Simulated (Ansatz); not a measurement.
## wurtzite-structured MoS

The computed numbers are results of PBEsol, scalar-relativistic (collinear spin) in the plane-wave PAW code Ansatz at 420 eV, 10×10×6 k-mesh, Gaussian smearing of 0.05 eV; PAW files: Ansatz's generated set soft_2.

```cif
data_structure
_symmetry_space_group_name_H-M 'P6_3mc'
_symmetry_Int_Tables_number 186
_cell_length_a 3.9191
_cell_length_b 3.9191
_cell_length_c 5.3579
_cell_angle_alpha 90.000
_cell_angle_beta 90.000
_cell_angle_gamma 120.000
_cell_volume 71.27
loop_
_atom_site_label
_atom_site_type_symbol
_atom_site_symmetry_multiplicity
_atom_site_Wyckoff_symbol
_atom_site_fract_x
_atom_site_fract_y
_atom_site_fract_z
_atom_site_occupancy
Mo1 Mo 2 b 0.66667 0.33333 0.02697 1
S1 S 2 b 0.66667 0.33333 0.59823 1
```

The structure was built from a prototype; whether the compound forms in it isn't claimed.

Magnetic state: non-magnetic, site spin moments none.

Task: Which orbitals carry the states at the Fermi level, and how many states are there?

Result: Within 0.1 eV of it: Mo 4d 89 % (shares among the projected shells). The density of states at the Fermi level is about 4.1 states/eV per cell, averaged over 0.3 eV.

Density of states (tetrahedra, averaged over 0.3 eV; states/eV per cell of 4 atoms; energy in eV from the Fermi level; projections on Löwdin-orthogonalised atomic orbitals, summed over sites):

```tsv
E	total	S 3p	Mo 4d up	Mo 4d down	Mo 5s	S 3s
-7.30	0.4	0.3	0.0	0.0	0.0	0.0
-7.00	4.4	2.8	0.5	0.5	0.4	0.0
-6.70	4.6	2.9	0.6	0.6	0.4	0.0
-6.40	3.5	2.3	0.5	0.5	0.2	0.0
-6.10	2.6	1.6	0.5	0.5	0.0	0.0
-5.80	7.4	4.8	1.2	1.2	0.1	0.0
-5.50	7.0	4.5	1.2	1.2	0.0	0.0
-5.20	7.3	4.8	1.2	1.2	0.0	0.0
-4.90	2.2	1.4	0.3	0.3	0.0	0.0
-4.60	0.7	0.5	0.1	0.1	0.0	0.0
-4.30	0.0	0.0	0.0	0.0	0.0	0.0
-4.00	0.0	0.0	0.0	0.0	0.0	0.0
-3.70	0.0	0.0	0.0	0.0	0.0	0.0
-3.40	0.0	0.0	0.0	0.0	0.0	0.0
-3.10	0.0	0.0	0.0	0.0	0.0	0.0
-2.80	0.0	0.0	0.0	0.0	0.0	0.0
-2.50	0.4	0.0	0.2	0.2	0.0	0.0
-2.20	2.9	0.1	1.3	1.3	0.0	0.0
-1.90	3.6	0.2	1.6	1.6	0.0	0.0
-1.60	3.8	0.2	1.7	1.7	0.0	0.0
-1.30	2.9	0.1	1.2	1.2	0.1	0.0
-1.00	2.7	0.2	1.2	1.2	0.1	0.0
-0.70	2.8	0.3	1.1	1.1	0.1	0.0
-0.40	4.5	0.3	1.9	1.9	0.1	0.1
-0.10	4.0	0.3	1.7	1.7	0.1	0.0
0.20	3.3	0.3	1.4	1.4	0.0	0.0
0.50	4.4	0.4	1.8	1.8	0.1	0.0
0.80	1.9	0.3	0.7	0.7	0.0	0.0
1.10	3.5	0.6	1.2	1.2	0.1	0.1
1.40	3.8	0.8	1.3	1.3	0.1	0.2
1.70	3.6	0.7	1.1	1.1	0.1	0.2
```

The starting moments died out; a magnetic state reached from other starts isn't excluded.
